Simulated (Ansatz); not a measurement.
# LaI2 (I4/mmm) as a metal

```
CELL_PARAMETERS angstrom
-1.94113 1.94113 7.03169
1.94113 -1.94113 7.03169
1.94113 1.94113 -7.03169
ATOMIC_POSITIONS crystal
La 0.00000 0.00000 0.00000
I 0.36750 0.36750 0.00000
I 0.63250 0.63250 0.00000
```

Computed, not measured; unless marked otherwise by PBEsol, all-electron LAPW in Ansatz 0.2.0, scalar-relativistic. k mesh 14×14×14, fine mesh 16×16×16, Fermi-Dirac smearing of 0.100 eV, basis error target 1 meV/atom. The cell was relaxed by PAW under this functional.

Levels and slopes are solved on a 16×16×16 mesh, and each state is taken as quadratic over its cell.

Task: What is the density of states at the Fermi level, and which bare Sommerfeld coefficient follows?

Result: N(E_F) = 0.384 states/eV/atom (both spins), so γ = (π²/3) k_B² N(E_F) = 0.906 mJ/(mol-atom K²) without electron-phonon or spin-fluctuation enhancement.

Task: What Drude plasma energy and σ/τ do the band velocities give?

Result: (ħω_p,α)² = (e²/ε₀VN_k) Σ_nkσ (∂E/∂k_α)² δ(E − E_F) gives ħω_p = (3.09, 3.09, 0.76) eV along x, y, z, and σ/τ = ε₀ω_p² = 1.95×10²⁰ Ω⁻¹m⁻¹s⁻¹ along x. Weighted by the density of states, the mean Fermi speed is 0.468×10⁶ m/s; the surface has an area of 4.16 Å⁻² for each spin direction.

Task: Which bands cross the Fermi level, and what do they carry?

Result: 

```
band  filled part  N (states/eV/cell)  speed (10⁶ m/s)  5th to 95th percentile  area (Å⁻²)        filling
   1         0.50                1.15            0.468            0.29 to 0.65        4.16  partly filled
```

Task: Map the plane k₃ = 1/2 of the mesh: how many bands lie under the Fermi level at each point, counted from the least on the plane?

Result: k₁ runs to the right and k₂ upwards, each from −½ to ½ with 0 in the middle (the axes needn't be at right angles):
```
1111111111111111
1111111111111111
1110000000000011
1110000000000011
1110000000000011
1110000000000011
1110000000000011
1110000000000011
1110000000000011
1110000000000011
1110000000000011
1110000000000011
1110000000000011
1111111111111111
1111111111111111
1111111111111111
```

Task: On PAW files the program sums the optical response inside the mesh cells, interband lines and its own Drude term. Where does ε₁ rise through zero (a sharp plasmon if ε₂ is small there), and how much light is reflected?

Result: 

- Fine mesh: 16, 16, 16
- Window top: 25 eV
- Line width: 0.25 eV
- Drude damping: 0.2 eV
- ε₁ rises through zero at x: 0.84, 6.59, 15.11, 21.86 eV
- ε₂ there x: 9.52, 6.11, 0.57, 0.36
- ε₁ rises through zero at z: 7.71, 14.84, 22.43 eV
- ε₂ there z: 4.42, 0.64, 0.21
- Plasma energy (x, y, z): 2.917, 2.917, 0.6931 eV
- Reflectivity at 1 eV, x-polarised: 0.3979
- Reflectivity at 2 eV, x-polarised: 0.1524
- Reflectivity at 3 eV, x-polarised: 0.1819

The plasma energy here is the program's own sum at the run's smearing; it differs from the value above by up to 9 %, through mesh and smearing.

Task: What does PAW give for the same cell?

Result: N(E_F) = 0.386 states/eV/atom and ħω_p,x = 3.08 eV.

Keep in mind: no dispersion correction, so the spacing and stiffness between layers or molecules are poor; these sums move with the mesh, by several per cent and more for small sheets; frozen-core PAW files fitted under PBE, their cores solved anew for the functional of the run.
